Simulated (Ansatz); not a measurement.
LiPb, DFT, LDA, all-electron LAPW, scalar-relativistic (Ansatz 0.2.0), run on 1 thread of Intel(R) Xeon(R) Platinum 8488C (Sapphire Rapids) on a shared host.

The cell is COD entry 1522614, as deposited and not checked against the literature; nothing was relaxed. It is an old determination, and later ones may differ. The listed cell was then made from it by scaling, straining or moving an atom.

Command: `ansatz run input.yaml --threads 1 --pin off --max-ram 3072MiB --backend cpu --events-out ev --progress --plain --runs-dir out`

```yaml
crystal:
  lattice:
    - [3.4501022749, 0.0, 0.0]
    - [0.0, 3.4501022749, 0.0]
    - [0.0, 0.0, 3.4501022749]
  atoms:
    - { symbol: Li, position: [0.5, 0.5, 0.5] }
    - { symbol: Pb, position: [0.0, 0.0, 0.0] }
kpoints:
  mp_grid: { grid: [10, 10, 10] }
  band_path:
    path:
      - [0.0, 0.0, 0.0]
      - [0.0, 0.5, 0.0]
      - [0.5, 0.5, 0.0]
      - [0.0, 0.0, 0.0]
      - [0.5, 0.5, 0.5]
      - [0.0, 0.5, 0.0]
      - [0.5, 0.5, 0.5]
      - [0.5, 0.5, 0.0]
    npoints: 5
scf:
  occupations: { method: fermi_dirac, width: 0.03 }
hamiltonian:
  xc: lda
  pseudopotentials: { kind: all_electron, lapw: { basis_error: 0.0005 } }
output:
  forces: true
  stress: true
  eigenvalues: true
```

Task: How large is the problem that the program sets up?

Result: 56 irreducible k-points, 203 plane waves at Γ, 24 bands.

Task: About how long does it take, and how much memory does it use?

Result: 8.7 s of wall time for 8 SCF iterations, with a peak of 0.37 GiB. Times on shared machines scatter by tens of per cent.
